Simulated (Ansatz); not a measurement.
KAsH2O4:
```yaml
crystal:
  lattice:
    - [0.00000, 5.44741, 3.56237]
    - [5.38003, 0.00000, 3.56237]
    - [5.38003, 5.44741, 0.00000]
  atoms:
    - { symbol: K, position: [0.49779, 0.49779, 0.50221] }
    - { symbol: K, position: [0.74779, 0.74779, 0.75221] }
    - { symbol: H, position: [0.28585, 0.96749, 0.15559] }
    - { symbol: H, position: [0.96749, 0.28585, 0.59107] }
    - { symbol: H, position: [0.09441, 0.65893, 0.96415] }
    - { symbol: H, position: [0.65893, 0.09441, 0.28251] }
    - { symbol: As, position: [0.26762, 0.26762, 0.23238] }
    - { symbol: As, position: [0.01762, 0.01762, 0.98238] }
    - { symbol: O, position: [0.27713, 0.95880, 0.29866] }
    - { symbol: O, position: [0.95880, 0.27713, 0.46541] }
    - { symbol: O, position: [0.95134, 0.78459, 0.97287] }
    - { symbol: O, position: [0.78459, 0.95134, 0.29120] }
    - { symbol: O, position: [0.30288, 0.97845, 0.94490] }
    - { symbol: O, position: [0.97845, 0.30288, 0.77376] }
    - { symbol: O, position: [0.30510, 0.47624, 0.94712] }
    - { symbol: O, position: [0.47624, 0.30510, 0.27155] }
```

Relaxed with r²SCAN. Special points in fractions of this cell's reciprocal vectors: Γ (0.000, 0.000, 0.000); T (0.000, 0.500, 0.500); Z (0.500, 0.500, 1.000); Y (0.500, 0.000, 0.500); Λ0 (0.467, 0.467, 0.000); Q0 (0.533, 0.533, 1.000); G0 (0.247, 0.747, 0.500); H0 (0.753, 0.253, 0.500); L (0.500, 0.500, 0.500).

Problem. List the band energies nearest the valence-band maximum at these points for DFT-r²SCAN in the program Ansatz with PAW potentials.

Solution. In eV from the valence-band maximum; about four levels below and three above (degenerate sets whole), none deeper than 8.9 eV; points with the same levels are listed once.

| k | below | above |
|---|---|---|
| Γ | -0.31 -0.31 -0.20 0.00 | 4.86 7.28 8.80 |
| T | -0.48 -0.48 -0.06 -0.06 | 6.50 6.50 8.45 8.45 |
| Z | -0.41 -0.41 -0.20 -0.20 | 6.67 6.67 7.84 7.84 |
| Y | -0.34 -0.34 -0.11 -0.11 | 6.49 6.49 8.69 8.69 |
| Λ0 | -0.41 -0.40 -0.22 -0.18 | 6.64 6.69 7.84 |
| G0 | -0.33 -0.33 -0.11 -0.11 | 6.59 6.59 8.43 8.43 |
| L | -0.43 -0.28 -0.22 -0.04 | 6.18 6.69 8.23 |

Space group Fdd2. The workflow started from a Materials Project entry (that database holds measured and hypothetical structures alike); the Crystallography Open Database copy checked does not list it. Its standing as an ambient phase is unchecked. The cell was relaxed with r²SCAN under the symmetry of its start; whether a distortion lowers the energy is not shown. Spin–orbit coupling is left out wherever it is not named.

Potentials: the later of the program's two PAW sets.
